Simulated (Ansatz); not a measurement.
MgB2 (MoSi2 or CaC2 type, I4/mmm) at seven volumes, PBE (plane waves, PAW; program Ansatz), shape and atoms relaxed at each. One row is withheld.

```tsv
V (Å³/atom)	P (GPa)
9.137	12.69
9.438	7.81
9.739	3.63
10.041	0.01
10.342	?
10.643	-5.57
10.944	-7.79
```

Question: Fit the shown pressures and predict the withheld one.

Answer: P = (3/2)B₀(x^(7/2) − x^(5/2))[1 + (3/4)(B′ − 4)(x − 1)] with x = (V₀/V)^(2/3). Least squares on the six rows gives V₀ = 10.045 Å³/atom, B₀ = 109 GPa, B′ = 4.31. At V = 10.342, x = 0.9808 and P = -2.98 GPa. The run itself gave -3.02 GPa.

The cell is a constructed one: a structure type filled with these elements; neither database checked (COD, Materials Project) lists it. It is not the phase usual at ambient conditions (space group No. 191). Symmetry was held in the PBE relaxation; whether a distortion lowers the energy is not shown.

Potentials: the later of the program's two PAW sets.
